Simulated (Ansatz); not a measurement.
One stationary structure of Rb. Method: r2SCAN (plane waves to 500 eV, PAW, scalar-relativistic; Ansatz, an electronic-structure program).

```xyz
1
Lattice="0.0000 3.6269 3.6269 3.6269 0.0000 3.6269 3.6269 3.6269 0.0000" Properties=species:S:1:pos:R:3 pbc="T T T"
Rb     0.0000     0.0000     0.0000
```

Task: Determine the symmetry and give the standard cell with its independent sites.

Result: Space group Fm-3m (No. 225); a = 7.254 Å, b = 7.254 Å, c = 7.254 Å, α = 90.00°, β = 90.00°, γ = 90.00°

```json
[
 {"atom": "Rb", "site": "4a", "symmetry": "m-3m", "x": "0.0000", "y": "0.0000", "z": "0.0000"}
]
```

This is the fcc (Cu type).

Task: Give the shortest distances between elements (the closest pairs, up to four, under 3.6 Å).

Result: .

- Volume per atom: 95.42 Å³
- Band gap: zero (metallic)

No spin polarisation in the result.

The run could not lose the symmetry of its start.

The relaxed structure has the type that Rb is known to take under pressure; here it was relaxed at zero pressure, from a generated start.
